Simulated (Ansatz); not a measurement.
Relaxed-ion elastic tensor of Ni (fcc (Cu type), Fm-3m) in GPa (Voigt order), PBEsol (plane waves, PAW; program Ansatz); density 9.39 g/cm³, 10.38 Å³ per atom.

|  | 1 | 2 | 3 | 4 | 5 | 6 |
|---|---|---|---|---|---|---|
| 1 | 319 | 186 | 186 | 0.0 | 0.0 | 0.0 |
| 2 | 186 | 319 | 186 | 0.0 | 0.0 | 0.0 |
| 3 | 186 | 186 | 319 | 0.0 | 0.0 | 0.0 |
| 4 | 0.0 | 0.0 | 0.0 | 152 | 0.0 | 0.0 |
| 5 | 0.0 | 0.0 | 0.0 | 0.0 | 152 | 0.0 |
| 6 | 0.0 | 0.0 | 0.0 | 0.0 | 0.0 | 152 |

Problem. Is the crystal mechanically stable?

Solution. Yes: the smallest eigenvalue of C is 133 GPa.

Problem. Work out the Voigt, Reuss and Hill averages.

Solution. K_V = 230, K_R = 230, K_H = 230; G_V = 118, G_R = 100, G_H = 109 GPa.

Problem. Give Young's modulus, Poisson's ratio, Pugh's ratio and the universal anisotropy index.

Solution. E = 9KG/(3K + G) = 282 GPa; ν = 0.30; K/G = 2.11 (ductile by the Pugh limit of 1.75); A_U = 5G_V/G_R + K_V/K_R − 6 = 0.86.

Problem. Estimate the sound speeds and the Debye temperature.

Solution. v_l = √((K + 4G/3)/ρ) = 6320 m/s, v_t = √(G/ρ) = 3410 m/s, mean 3800 m/s; Θ = (h/k)(3n/4πV)^(1/3) v_m = 519 K.

Problem. Give the Zener ratio and Young's modulus along [100], [110] and [111].

Solution. A = 2C44/(C11 − C12) = 2.28; 1/E = S11 − 2(S11 − S12 − S44/2)Γ with Γ = 0, 1/4, 1/3 gives 182, 295, 373 GPa.

Problem. Solve the Christoffel equation for the three sound speeds along [100], [110], [111].

Solution. Eigenvalues of C_ijkl n_j n_l equal ρv². In km/s, slowest first: [100] 4.02, 4.02, 5.83; [110] 2.66, 4.02, 6.56; [111] 3.18, 3.18, 6.79.

Symmetry was held in the PBEsol relaxation. The final state is ferromagnetic, chosen from 3 collinear starts compared on coarse meshes (ties went to the first, and starts can fall back to one state), not a proven ground state. Textbook magnetic order: ferromagnetic. As this level gives no gap, shear constants depend on the k-mesh and smearing (Fermi–Dirac, 0.1 eV here). On the denser mesh and wider smearing of the elastic run this cell carries a stress of 0.3 GPa.

Potentials: the later of the program's two PAW sets.
